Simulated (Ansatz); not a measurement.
The start is a relaxed La cell displaced along its unstable phonon at q = (½, 0, 0) of its primitive reciprocal cell (34i cm⁻¹), largest move 0.15 Å. The cell and all atomic positions are relaxed at zero pressure with PBE (plane waves to 420 eV, PAW, scalar-relativistic; Ansatz, a program for electronic structure). First-step values are on the input's coarse k-mesh.

Ansatz input (later rounds restart from its end on a renewed k-mesh):
Ansatz 0.2 input:
```yaml
crystal:
  lattice:
    - [6.6392461184, 0, 0]
    - [0, 3.3196230592, 0]
    - [0, 0, 3.3196230592]
  atoms:
    - { symbol: La, position: [0, 0, -0.0451858531] }
    - { symbol: La, position: [0.5, 0, 0.0451858531] }
basis: { ecutwfc: 420, ecutrho_ratio: 4, xc_grid: 2, fft_grid_basis: typed }
kpoints: { mp_grid: { grid: [5, 10, 10] } }
hamiltonian:
  xc: pbe
  dispersion: none
  pseudopotentials: { azcp: { folder: ./paw }, kind: paw }
scf: { occupations: { method: fermi_dirac, width: 0.05 } }
relax: { f_tol: 0.01, max_steps: 100, cell: { stress_tol: 0.02 } }
output: { forces: true, stress: true }
```

```json
{
 "largest_initial_force": "0.09 eV/Å, on La1, La2 (atoms numbered as listed)",
 "energy_released": "0.21 eV/atom",
 "volume_change": "+0.9 %, from 36.58 to 36.90 Å³/atom",
 "relative_to_the_parent": "It does not go back: it reaches P6/mmm (No. 191), AFLOW prototype A_hP1_191_a (A_f, as in Sn), 0.23 eV/atom below the parent",
 "Shortest distances (start → end)": "The closest pairs of elements (up to four, under 3.6 Å), start → end: La–La 3.32 → 3.47 Å",
 "band_gap_at_the_end": "zero (metallic)",
 "optimiser_moves": "10"
}
```

Relaxed structure:

Space group P6/mmm (No. 191); a = b = 3.5022 Å, c = 3.4737 Å, α = β = 90.00°, γ = 120.00°

```csv
atom,site,symmetry,x,y,z
La,1a,6/mmm,0.0000,0.0000,0.0000
```

Final values are on a 15×15×13 k-mesh of the relaxed cell. No spin polarisation in the result.

The run could not lose the symmetry of its start, so the end can be a saddle point.

The relaxed structure here is a generated cell of La: the first start was made by placing the elements on the sites of a structure type, and the end was not matched to a known phase here, so it may be hypothetical. Known forms of La include space group No. 194.
